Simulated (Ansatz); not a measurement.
An ordered 8-atom cell of InGa3P4 on the zincblende lattice (P-43m): a single-point calculation in Ansatz 0.2.0 (PBE+SOC). The cell was relaxed beforehand with r2SCAN.

```yaml
crystal:
  lattice:
    - [5.5664661521, 0.0, 0.0]
    - [0.0, 5.5664661521, 0.0]
    - [0.0, 0.0, 5.5664661521]
  atoms:
    - { symbol: Ga, position: [0.5, 0.0, 0.0] }
    - { symbol: P, position: [0.760224476, 0.239775524, 0.239775524] }
    - { symbol: Ga, position: [0.0, 0.5, 0.0] }
    - { symbol: P, position: [0.239775524, 0.760224476, 0.239775524] }
    - { symbol: Ga, position: [0.0, 0.0, 0.5] }
    - { symbol: P, position: [0.239775524, 0.239775524, 0.760224476] }
    - { symbol: In, position: [0.5, 0.5, 0.5] }
    - { symbol: P, position: [0.760224476, 0.760224476, 0.760224476] }
kpoints:
  mp_grid: { grid: [6, 6, 6] }
  band_path:
    path: [[0.0, 0.0, 0.0], [0.0, 0.5, 0.0], [0.5, 0.5, 0.0], [0.5, 0.5, 0.5]]
    npoints: 1
hamiltonian:
  xc: pbe
scf:
  occupations: { method: fermi_dirac, width: 0.02 }
  n_extra_bands: 12
magnetization:
  noncollinear: true
  spin_orbit: true
output:
  forces: true
  stress: true
  eigenvalues: true
  write_density: true
  write_potential: true
  elf: true
  volumetric_format: npy
```

In the abridged output below, numbers in square brackets stand for lines, or ends of lines, that were taken out.
```
Pseudopotential: Ga, paw_fr, valence charge 13, recommended cutoff 420 eV (normal)
Pseudopotential: P, paw_fr, valence charge 5, recommended cutoff 420 eV (normal)
Pseudopotential: In, paw_fr, valence charge 13, recommended cutoff 420 eV (normal)
Functional definition: PBE
Crystal: 8 atoms, lattice volume = 172.480 Å³
Basis set: ecut = 420 eV, 3407 PW (Γ)
Bands: 84, of which v1, the nominal top of the filled ones, is band 72 counted from 1 (71 counted from 0)
Symmetry: 24 space group operations + 24 with time reversal
Magnetic group: BNS 215.71 (UNI 1573)
k-points: 20 of 216 (time reversal used)
SCF 1 converged in 8 iterations: F = -19974.660784 eV  dr2 = 8.79e-8
Free energy (F): -19974.660784 eV
[1]
--- Per-component energies (eV) ---
  E_band       = -229.848056
  E_kinetic    = 871.864753
  E_local      = -8036.159697
  E_nonlocal   = 1778.707949
  E_hartree    = 3621.585909
  E_xc         = -668.531821
  E_vxc        = -516.364018
  E_paw        = -12403.870810
  E_vpaw       = -1571.056134
  E_ewald      = -5138.256768
--- Forces (eV/Å), atoms counted from 1 ---
  atom   1  Ga      0.00000      0.00000      0.00000
  atom   2  P     -0.00450      0.00450      0.00450
  atom   3  Ga      0.00000      0.00000      0.00000
  atom   4  P       0.00450    -0.00450      0.00450
  atom   5  Ga      0.00000      0.00000      0.00000
  atom   6  P       0.00450      0.00450    -0.00450
  atom   7  In      0.00000      0.00000      0.00000
  atom   8  P     -0.00450    -0.00450    -0.00450
--- Stress (GPa, compression-positive) ---
[2]
--- Band table (eV; the first three rows and the last of 20) ---
[3]
```

The rows of the band table are 0: (0, 0, 0) = Γ, 1: (0, 0, 1/6), 2: (0, 0, 1/3), 19: (-1/2, -1/2, -1/2) = R.

Question: Give the withheld lines. They hold the stress, the Fermi energy and the band table.

Answer:
```
[1]
Fermi energy:    7.635159 eV
[2]
        2.184549       0.000000       0.000000
        0.000000       2.184549       0.000000
        0.000000       0.000000       2.184549
  P = ⅓ Tr σ = 2.1845 GPa (21.845 kbar)
[3]
  k-point 0: bands = […, 4.5244, 4.5244, 6.9425, 6.9425, 7.0423, 7.0423, 7.0423, 7.0423, 8.2139, 8.2139, 8.7123, 8.7123, 8.7321, 8.7321, …]
  k-point 1: bands = […, 4.5920, 4.5920, 6.1316, 6.1316, 6.7068, 6.7068, 6.7607, 6.7607, 8.6923, 8.6923, 8.8596, 8.8596, 9.1827, 9.1827, …]
  k-point 2: bands = […, 4.8631, 4.8631, 4.9012, 4.9012, 6.0979, 6.0979, 6.1479, 6.1479, 8.8521, 8.8521, 9.5261, 9.5261, 10.1259, 10.1259, …]
  k-point 19: bands = […, 5.8575, 5.8575, 6.1478, 6.1478, 6.2670, 6.2670, 6.2670, 6.2670, 8.4414, 8.4414, 8.4414, 8.4414, 8.4427, 8.4427, …]
```
The trailing digits, and the zero of the energies, depend on the potentials and thresholds.

Run as `ansatz run input.yaml --threads 4 --pin off --max-ram 6451MiB --backend cpu --events-out ev --progress --plain --runs-dir out`. Wall time 57 s on 4 threads of Arm Neoverse V1, with other jobs on the host, load about 0.7 per core; peak host memory 1.7 GiB.

(Calculated; non-magnetic; the phase may be known or hypothetical.)
